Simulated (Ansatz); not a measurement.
Convergence test, Ta₂C

These are results of DFT PBEsol, scalar-relativistic, plane waves, PAW (Ansatz 0.2.0), not measurements.

```
Ta C
1.0
     3.12700    0.02787    0.02452
    -1.53937    2.64714   -0.01139
     0.03905    0.00160    4.98405
Ta C
2 1
Direct
  0.31810 0.65334 0.25284
  0.64589 0.29610 0.73947
  0.00368 0.99167 0.99727
```

| Item | Value |
| --- | --- |
| Γ-centred k-mesh | 10×10×6 |
| occupation rule | Gaussian smearing, 0.1 eV |
| spin treatment | unpolarised |
| valence charge of the PAW sets | Ta 13, C 4 |

The atoms are held and the plane-wave cutoff is swept. Energies are extrapolated to zero smearing and count from the reference run, 600 eV. The cell was strained and its atoms displaced at random, so that forces don't vanish. Spin–orbit coupling is left out. Pressure is positive in compression and holds a correction for the finite cutoff (Pulay stress).

Problem. One run gave ΔE = 243 meV/atom and P = -5.64 GPa. Which plane-wave cutoff did it use, of 200, 250, 300, 350, 420?

Solution. 250 eV. All runs:

| cutoff (eV) | ΔE (meV/atom) | P (GPa) | largest change of a force component (eV/Å) | plane waves at Γ |
| --- | --- | --- | --- | --- |
| 200 | 1263 | -2.97 | 0.179 | 269 |
| 250 | 243 | -5.64 | 0.049 | 377 |
| 300 | 56.1 | -4.87 | 0.019 | 507 |
| 350 | 14.5 | -5.03 | 0.005 | 613 |
| 420 | 1.52 | -5.09 | 0.001 | 807 |
| 600 | 0.00 | -5.10 | 0.000 | 1381 |